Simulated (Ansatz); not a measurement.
CaO (rock salt)

```yaml
crystal:
  lattice:
    - [0.00000, 2.39740, 2.39740]
    - [2.39740, 0.00000, 2.39740]
    - [2.39740, 2.39740, 0.00000]
  atoms:
    - { symbol: O, position: [0.00000, 0.00000, 0.00000] }
    - { symbol: Ca, position: [0.50000, 0.50000, 0.50000] }
```

The numbers are results of r2SCAN (plane waves to 500 eV, PAW, scalar-relativistic; Ansatz, an electronic-structure program), not measurements. DFPT wavenumbers on a 10×10×10 k mesh, in cm⁻¹; i marks imaginary ones, q is in fractions of the reciprocal vectors of the cell shown, and the three acoustic modes at Γ are left out. The non-analytic (LO-TO) term is not included, so polar modes at Γ have their transverse values. CaO was relaxed with its symmetry unable to fall.

Question: Is the structure dynamically stable at Γ, L = (0.5, 0.0, 0.0), X = (0.5, 0.5, 0.0)?

Answer: No imaginary mode at these points (lowest 182 cm⁻¹ at L = (0.5, 0.0, 0.0)); other wave vectors were not tested.

Question: Predict the phonon wavenumbers at Γ, L = (0.5, 0.0, 0.0), X = (0.5, 0.5, 0.0).

Answer: 
```
q                              wavenumbers (cm⁻¹)
-------------------  ----------------------------
Γ                                        284 (×3)
L = (0.5, 0.0, 0.0)  182 (×2), 313 (×2), 377, 482
X = (0.5, 0.5, 0.0)  204 (×2), 300, 309 (×2), 398
```
